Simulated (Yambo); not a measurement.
## LiHF2: lowest vertical excitons

```
CELL_PARAMETERS angstrom
      1.49426     0.86271     4.38926
     -1.49426     0.86271     4.38926
      0.00000    -1.72542     4.38926
ATOMIC_POSITIONS crystal
  H  0.50000 0.50000 0.50000
  Li 0.00000 0.00000 0.00000
  F  0.41347 0.41347 0.41347
  F  0.58653 0.58653 0.58653
```

Cell and atoms were relaxed with PBE+D3(BJ) from Materials Project entry mp-24199, within its symmetry.

BSE in Yambo on PBEsol (Quantum ESPRESSO, PseudoDojo norm-conserving, 84 Ry, without SOC) bands: 10×10×10 mesh, 5 valence and 1 conduction bands, static screening with 20 bands and a 4 Ry block, scissor 4.57 eV, Tamm-Dancoff; field along x.

```tsv
state	energy (eV)	states within 2 meV	relative strength	class	main transitions
1	10.65	2	< 0.01	dark	several band pairs
2	11.01	2	1.00	strong	several band pairs
3	11.11	1	< 0.01	dark	several band pairs
4	12.06	2	< 0.01	dark	several band pairs
5	12.09	2	0.02	weak	several band pairs
6	12.13	1	< 0.01	dark	several band pairs
7	12.23	2	< 0.01	weak	several band pairs
8	12.31	2	< 0.01	dark	several band pairs
9	12.35	1	< 0.01	dark	several band pairs
10	12.37	1	< 0.01	dark	VB−2 → CB (72 %)
```

These are vertical excitations (zero momentum); the indirect quasiparticle gap, about 12.67 eV, is smaller than the direct one (12.91 eV on the GW mesh). The direct quasiparticle gap on this mesh is 12.91 eV; counted from there, state 1 is bound by 2.26 eV. On a 6×6×6 mesh the same difference is 2.32 eV.

Spin singlets only. Strengths are relative to the strongest of the lowest states of this run; strong means a line over 3 % of the spectrum's maximum, dark under 0.03 %. Absolute energies carry the error of the G0W0 scissor, whose convergence isn't established; the long-wavelength screening was taken along (1,1,1) although the crystal is anisotropic.

The structure is a Materials Project entry; no match was found in the copy of COD used, and its stability was not checked.
